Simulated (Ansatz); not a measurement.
Cu Kα1 powder pattern (kinematic, no thermal factors).
```
2θ (°)  relative intensity  assignment
 15.65                   2       1 0 0
 22.20                   3       1 1 0
 27.27                 100       1 1 1
 35.44                   3       2 1 0
 38.95                   2       2 1 1
 45.29                  73       2 2 0
 48.20                   1       3 0 0
 53.67                  43       3 1 1
 61.23                   1       3 2 1
 65.98                  11       4 0 0
 68.28                   1       4 1 0
 72.79                  17       3 3 1
 83.65                  23       4 2 2
```

The pattern is computed from a structure relaxed with DFT PBE, scalar-relativistic, plane waves, PAW in Ansatz 0.2.0. No spin polarisation. Its elements are S, Se, Zn.

Task: Give the structure.

Result: Zn₄Se₃S.
Space group P-43m (No. 215). a = 5.659 Å, b = 5.659 Å, c = 5.659 Å, α = 90.00°, β = 90.00°, γ = 90.00°
```tsv
atom	site	symmetry	x	y	z
Zn	4e	.3m	0.7566	0.7566	0.7566
Se	3c	-42.m	0.5000	0.5000	0.0000
S	1a	-43m	0.0000	0.0000	0.0000
```

A pattern alone doesn't exclude other cells with like lines; this is the one computed.

The structure comes from a generated guess; another structure or a mixture of phases may lie lower.
